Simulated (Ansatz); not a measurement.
LaGa2 (space group P6/mmm)

```
LaGa2
1.0
    4.29515     0.00000     0.00000
   -2.14758     3.71971     0.00000
    0.00000     0.00000     4.49178
La Ga
1 2
Direct
  0.00000   0.00000   0.00000
  0.33333   0.66667   0.50000
  0.66667   0.33333   0.50000
```

The slice is a (1 -1 0 0) plane (indices of the conventional cell) through the point (0.000, 0.000, 0.000) (fractional), spanned by u = [110] and v = [001] in vectors of this cell: u (4.30 Å) and v (4.49 Å, at 90° to u). It covers one period; positions are fractions (u, v).

Computed with r2SCAN (plane waves to 500 eV, PAW, scalar-relativistic; Ansatz, a first-principles code). k mesh 13×13×10. Near the nuclei the fields are pseudised (PAW); where an atom keeps semicore shells as valence, they peak there. LaGa2 is run without spin polarisation. LaGa2 was relaxed with its symmetry unable to fall.

Three fields on this plane, each scaled to ten steps between its own extremes (0 low, 9 high; the total valence density on a logarithmic scale, the potential cut 8 eV below its top; x marks points blanked near nuclei; v = 0 in the bottom row):

Map A
```
|xxxxxxxx8642110000112468xxxxxxx|
|xxxxxxx985421110011124589xxxxxx|
|xxxxxxx975321111111123579xxxxxx|
|xxxxxx98643221111112234689xxxxx|
|xxxxxx87543222222222234578xxxxx|
|xxxx987643322222222223346789xxx|
|xx9987654333333333333334567899x|
|8877654433333334433333334456778|
|6555443333334444444433333344555|
|3333322233344455554443332223333|
|2222222233445555555544332222222|
|1111112234455566665554432211111|
|0000112334455666666554433211000|
|0000112334556667766655433211000|
|0000112334556677776655433211000|
|0000112334556677776655433211000|
|0000112334556677776655433211000|
|0000112334556667766655433211000|
|0000112334455666666554433211000|
|1111112234455566665554432211111|
|2222222233445555555544332222222|
|3333322233344455554443332223333|
|6555443333334444444433333344555|
|8877654433333334433333334456778|
|xx9987654333333333333334567899x|
|xxxx987643322222222223346789xxx|
|xxxxxx87543222222222234578xxxxx|
|xxxxxx98643221111112234689xxxxx|
|xxxxxxx975321111111123579xxxxxx|
|xxxxxxx985421110011124589xxxxxx|
|xxxxxxxx8642110000112468xxxxxxx|
|xxxxxxxx8642110000112468xxxxxxx|
```

Map B
```
|xxxxxxxx8410000110000148xxxxxxx|
|xxxxxxx974100011110001479xxxxxx|
|xxxxxxx963100112211001369xxxxxx|
|xxxxxx98520011233211002589xxxxx|
|xxxxxx86310112344321101368xxxxx|
|xxxx986311112455554211113689xxx|
|xx9975311112456666542111135799x|
|8876421001245667766542100124678|
|4432110012356677776653210011234|
|1110000123456777777654321000011|
|0000000134566777777665431000000|
|0000001245667777777766542100000|
|0000012345667777777766543210000|
|0000123455667776677766554321000|
|0001123455666666666666554321100|
|0001123455666666666666554321100|
|0001123455666666666666554321100|
|0000123455667776677766554321000|
|0000012345667777777766543210000|
|0000001245667777777766542100000|
|0000000134566777777665431000000|
|1110000123456777777654321000011|
|4432110012356677776653210011234|
|8876421001245667766542100124678|
|xx9975311112456666542111135799x|
|xxxx986311112455554211113689xxx|
|xxxxxx86310112344321101368xxxxx|
|xxxxxx98520011233211002589xxxxx|
|xxxxxxx963100112211001369xxxxxx|
|xxxxxxx974100011110001479xxxxxx|
|xxxxxxxx8410000110000148xxxxxxx|
|xxxxxxxx8510000000000158xxxxxxx|
```

Map C
```
|xxxxxxxx0024688998864200xxxxxxx|
|xxxxxxx000257899998752000xxxxxx|
|xxxxxxx000357899998753000xxxxxx|
|xxxxxx00014678999987641000xxxxx|
|xxxxxx00035789999998753000xxxxx|
|xxxx000024678999999876420000xxx|
|xx0000013578899999988753100000x|
|0000001356788999999887653100000|
|0000124567888999999888765421000|
|1123455677888888888888776554321|
|4445567788887777777788887765544|
|6666778888877666666778888877666|
|7778888888776554455677888888877|
|8888889888765443344567888988888|
|8899999988765433334567889999998|
|9999999988765432234567889999999|
|8899999988765433334567889999998|
|8888889888765443344567888988888|
|7778888888776554455677888888877|
|6666778888877666666778888877666|
|4445567788887777777788887765544|
|1123455677888888888888776554321|
|0000124567888999999888765421000|
|0000001356788999999887653100000|
|xx0000013578899999988753100000x|
|xxxx000024678999999876420000xxx|
|xxxxxx00035789999998753000xxxxx|
|xxxxxx00014678999987641000xxxxx|
|xxxxxxx000357899998753000xxxxxx|
|xxxxxxx000257899998752000xxxxxx|
|xxxxxxxx0024688998864200xxxxxxx|
|xxxxxxxx0014688998864100xxxxxxx|
```

### Question
Assign the maps to these fields: electron localisation function (ELF); valence electron density; electrostatic potential energy of an electron, from the cell's mean.

### Answer
A is the valence electron density; B is the electron localisation function (ELF); C is the electrostatic potential energy of an electron, from the cell's mean.
